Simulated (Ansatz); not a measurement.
TiNi in space group P2_1/m (No. 11; Ti on 2e, Ni on 2e), DFT-PBE in the program Ansatz with PAW potentials, all energies at zero smearing, with the estimated change up to a 700 eV cutoff added, with one set of potentials and settings (totals compare only within such a set). Cell of 4 atoms (2 Ti, 2 Ni): -16680.414 eV.

```
element                             reference phase  E (eV/atom)
-------  ------------------------------------------  -----------
Ti                      P6/mmm, 3 atoms in the cell   -2499.6739
Ni       Fm-3m, 1 atoms in the cell, spin-polarised   -5839.7239
```

Formation energy per atom, worked out: (-16680.414 − 2×(-2499.6739) − 2×(-5839.7239))/4 = -0.405 eV/atom (-39 kJ per mol of atoms), at 0 K, without zero-point energy or fitted corrections.

The workflow started from an entry of the Crystallography Open Database (COD), which files this formula under 2 space groups. Its standing as an ambient phase is unchecked. The PBE relaxation kept the symmetry of its start; whether a distortion lowers the energy is not shown. The workflow began spin-polarised and lost its moments. The references are the lowest solids computed at this level, not always the standard phases.

Potentials: the later of the program's two PAW sets.
